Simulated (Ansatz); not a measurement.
Mg, one cell by several methods

```
CELL_PARAMETERS angstrom
3.16590 0.00000 0.00000
-1.58295 2.74175 0.00000
0.00000 0.00000 5.13991
ATOMIC_POSITIONS crystal
Mg 0.33333 0.66667 0.25000
Mg 0.66667 0.33333 0.75000
```

Atom numbers follow the list: Mg1, Mg2.

The cell is COD entry 9008506, as deposited and not checked against the literature; nothing was relaxed. The listed cell was then made from it by scaling, straining or moving an atom.

All numbers are computed: DFT, LDA, PAW with Ansatz's default frozen-core files, scalar-relativistic (Ansatz 0.2.0); DFT, LDA, all-electron PAW with datasets made for the crystal, scalar-relativistic (Ansatz 0.2.0); DFT, LDA, all-electron LAPW, scalar-relativistic (Ansatz 0.2.0).

For PAW: a Γ-centred 12×12×7 k mesh, Fermi–Dirac smearing of 0.05 eV, cutoff 420 eV, no spin polarisation; the PAW files were made with PBE, and the program remakes their frozen cores for this functional. The crystal-made all-electron datasets (AE datasets) take a cutoff of 100 eV at this cell. LAPW targets a basis error of 1 meV/atom. The Ansatz runs share mesh, smearing and spin set-up. Plane-wave (PAW) pressures include the program's estimate of the Pulay term.

Stress and pressure are positive in compression.

The change that made this cell: volume scaled by 0.96.

```csv
quantity,PAW,AE datasets,LAPW
pressure (GPa),-1.21,-1.19,-1.18
stress xx (GPa),-0.90,-0.88,-0.88
stress zz (GPa),-1.83,-1.80,-1.80
```
